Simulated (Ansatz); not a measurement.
Input and command of a plane-wave DFT calculation in Ansatz:

```yaml
crystal:
  lattice:
    - [9.2, 0.0, 0.0]
    - [0.0, 9.2, 0.0]
    - [0.0, 0.0, 7.77]
  atoms:
    - { symbol: P, position: [0.5, 0.5, 0.0], spin: 3.2 }
    - { symbol: P, position: [0.0, 0.0, 0.0], spin: 3.2 }
    - { symbol: P, position: [0.0, 0.5, 0.625], spin: 3.2 }
    - { symbol: P, position: [0.5, 0.0, 0.375], spin: 3.2 }
basis:
  ecutwfc: 420
kpoints:
  mp_grid: { grid: [4, 4, 4] }
hamiltonian:
  xc: pbesol
scf:
  occupations: { method: gaussian, width: 0.05 }
output:
  forces: true
  stress: true
  eigenvalues: true
  populations: true
  write_density: true
  write_potential: true
  elf: true
  volumetric_format: npy
magnetization:
  spin_polarized: true
```

```bash
ansatz run input.yaml --threads 2 --pin off --max-ram 5120MiB --backend cpu --events-out ev --progress --plain --runs-dir out
```

Processor: Intel(R) Xeon(R) Processor @ 2.70GHz, 2 threads, on a host shared with other jobs.

Problem. How long does it run, and how much memory does it take?

Solution. About 39 s on 2 threads of Intel(R) Xeon(R) Processor @ 2.70GHz (shared host), peak memory 0.99 GiB. It solves 21 bands at 18 k points (the mesh reduced by the symmetry that the task leaves, which can be less than the crystal's) with about 12853 plane waves, in 9 SCF iterations.
